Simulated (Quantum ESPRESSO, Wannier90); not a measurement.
## InN (wurtzite), plane waves to Wannier functions

Materials Project entry mp-22205; symmetrised, unrelaxed at this level. COD (Crystallography Open Database) has the formula in 2 space groups, this one among them (matched by group alone). Level: PBE, no spin polarisation, no spin-orbit coupling; pw.x of Quantum ESPRESSO at 68 Ry with PseudoDojo potentials, 12×12×6 k-points, Wannier90. Density: 12×12×6 mesh, Gaussian smearing 0.01 Ry. Spin-orbit coupling is left out although heavy elements are present.

On the energy scale of pw.x, whose zero is arbitrary, the Fermi level lies at 9.73 eV.

Input w.win:

```
num_bands = 2
num_wann = 2
exclude_bands = 3-36
num_iter = 1000
conv_tol = 1.0e-6
conv_window = 4
write_hr = true
write_u_matrices = true
auto_projections = true
begin unit_cell_cart
ang
    3.5506199484    0.0000000000    0.0000000000
   -1.7753099742    3.0749270745    0.0000000000
    0.0000000000    0.0000000000    5.7325600000
end unit_cell_cart
begin atoms_frac
In  -0.3333333333  0.3333333333 -0.4995200000
In   0.3333333333 -0.3333333333  0.0004800000
N   -0.3333333333  0.3333333333 -0.1204800000
N    0.3333333333 -0.3333333333  0.3795200000
end atoms_frac
mp_grid = 12 12 6
begin kpoints
0.0000000000 0.0000000000 0.0000000000
0.0000000000 0.0000000000 0.1666666667
0.0000000000 0.0000000000 0.3333333333
... (861 more lines: the 12x12x6 mesh through Gamma)
end kpoints
```

Input of pw2wannier90.x that gives the overlap and projection files (equivalent; here they were cut from one run over all bands):

```
&inputpp
  outdir = './out'
  prefix = 'pwscf'
  seedname = 'w'
  write_amn = .true.
  write_mmn = .true.
  scdm_proj = .true.
  scdm_entanglement = 'isolated'
/
```

Output w.wout (banner and timings cut):

```
                                    ------
                                    SYSTEM
                                    ------

                              Lattice Vectors (Ang)
                    a_1     3.550620   0.000000   0.000000
                    a_2    -1.775310   3.074927   0.000000
                    a_3     0.000000   0.000000   5.732560

                   Unit Cell Volume:      62.58750  (Ang^3)

                        Reciprocal-Space Vectors (Ang^-1)
                    b_1     1.769602   1.021680  -0.000000
                    b_2     0.000000   2.043361   0.000000
                    b_3     0.000000  -0.000000   1.096052

 *----------------------------------------------------------------------------*
 |   Site       Fractional Coordinate          Cartesian Coordinate (Ang)     |
 +----------------------------------------------------------------------------+
 | in   1  -0.33333   0.33333  -0.49952   |   -1.77531   1.02498  -2.86353    |
 | in   2   0.33333  -0.33333   0.00048   |    1.77531  -1.02498   0.00275    |
 | n    1  -0.33333   0.33333  -0.12048   |   -1.77531   1.02498  -0.69066    |
 | n    2   0.33333  -0.33333   0.37952   |    1.77531  -1.02498   2.17562    |
 *----------------------------------------------------------------------------*
                                ------------
                                K-POINT GRID
                                ------------

             Grid size = 12 x 12 x  6      Total points =  864

 *---------------------------------- MAIN ------------------------------------*
 |  Number of Wannier Functions               :                 2             |
 |  Number of Objective Wannier Functions     :                 2             |
 |  Number of input Bloch states              :                 2             |
 |  Output verbosity (1=low, 5=high)          :                 1             |
 |  Timing Level (1=low, 5=high)              :                 1             |
 |  Optimisation (0=memory, 3=speed)          :                 3             |
 |  Length Unit                               :               Ang             |
 |  Post-processing setup (write *.nnkp)      :                 F             |
 |  Using Gamma-only branch of algorithms     :                 F             |
 *----------------------------------------------------------------------------*
 *------------------------------- WANNIERISE ---------------------------------*
 |  Total number of iterations                :              1000             |
 |  Number of CG steps before reset           :                 5             |
 |  Trial step length for line search         :             2.000             |
 |  Convergence tolerence                     :         0.100E-05             |
 |  Convergence window                        :                 4             |
 |  Iterations between writing output         :                 1             |
 |  Iterations between backing up to disk     :               100             |
 |  Write r^2_nm to file                      :                 F             |
 |  Write xyz WF centres to file              :                 F             |
 |  Write on-site energies <0n|H|0n> to file  :                 F             |
 |  Use guiding centre to control phases      :                 F             |
 |  Use phases for initial projections        :                 F             |
 *----------------------------------------------------------------------------*
 *-------------------------------- PLOTTING ----------------------------------*
 |  Plotting Hamiltonian in WF basis          :                 T             |
 *----------------------------------------------------------------------------*

       ... (k-mesh section left out)

 Starting a new Wannier90 calculation ...

 Reading overlaps from w.mmn

 Reading projections from w.amn

 *------------------------------- WANNIERISE ---------------------------------*
 +--------------------------------------------------------------------+<-- CONV
 | Iter  Delta Spread     RMS Gradient      Spread (Ang^2)            |<-- CONV
 +--------------------------------------------------------------------+<-- CONV

 ------------------------------------------------------------------------------
 Initial State
  WF centre and spread    1  ( -1.775310,  1.028910, -0.934554 )     3.49642138
  WF centre and spread    2  (  1.775310, -1.028883,  2.426965 )     3.83902107
  Sum of centres and spreads ( -0.000000,  0.000027,  1.492410 )     7.33544244

      0     0.734E+01     0.0000000000        7.3354424484  <-- CONV
        O_D=      0.1235447 O_OD=      1.8466408 O_TOT=      7.3354424 <-- SPRD
 ------------------------------------------------------------------------------
      1    -0.145E+01     0.2934454103        5.8844343526  <-- CONV
        O_D=      0.2786197 O_OD=      0.2405577 O_TOT=      5.8844344 <-- SPRD
      2    -0.195E+00     0.3422410339        5.6898377788  <-- CONV
        O_D=      0.1424439 O_OD=      0.1821370 O_TOT=      5.6898378 <-- SPRD
      3    -0.111E+00     0.1989985305        5.5788792262  <-- CONV
        O_D=      0.0398694 O_OD=      0.1737529 O_TOT=      5.5788792 <-- SPRD
      4    -0.474E-01     0.1506228244        5.5314349944  <-- CONV
        O_D=      0.0213914 O_OD=      0.1447867 O_TOT=      5.5314350 <-- SPRD
      5    -0.411E-01     0.1387557995        5.4903634656  <-- CONV
        O_D=      0.0295516 O_OD=      0.0955550 O_TOT=      5.4903635 <-- SPRD
       ... (lines left out)
     25    -0.328E-06     0.0005405698        5.3962419776  <-- CONV
        O_D=      0.0141782 O_OD=      0.0168069 O_TOT=      5.3962420 <-- SPRD
     26    -0.186E-06     0.0003029283        5.3962417913  <-- CONV
        O_D=      0.0141784 O_OD=      0.0168065 O_TOT=      5.3962418 <-- SPRD
     27    -0.995E-07     0.0002230614        5.3962416917  <-- CONV
        O_D=      0.0141786 O_OD=      0.0168062 O_TOT=      5.3962417 <-- SPRD
             <<<     Delta < 1.000E-06  over  4 iterations     >>>
             <<< Wannierisation convergence criteria satisfied >>>
 Final State
  WF centre and spread    1  ( -1.775310,  1.024976, -0.684753 )     2.69815960
  WF centre and spread    2  (  1.775310, -1.024976,  2.181520 )     2.69808209
  Sum of centres and spreads ( -0.000000, -0.000000,  1.496767 )     5.39624169

         Spreads (Ang^2)       Omega I      =     5.365256903
        ================       Omega D      =     0.014178619
                               Omega OD     =     0.016806169
    Final Spread (Ang^2)       Omega Total  =     5.396241692
```
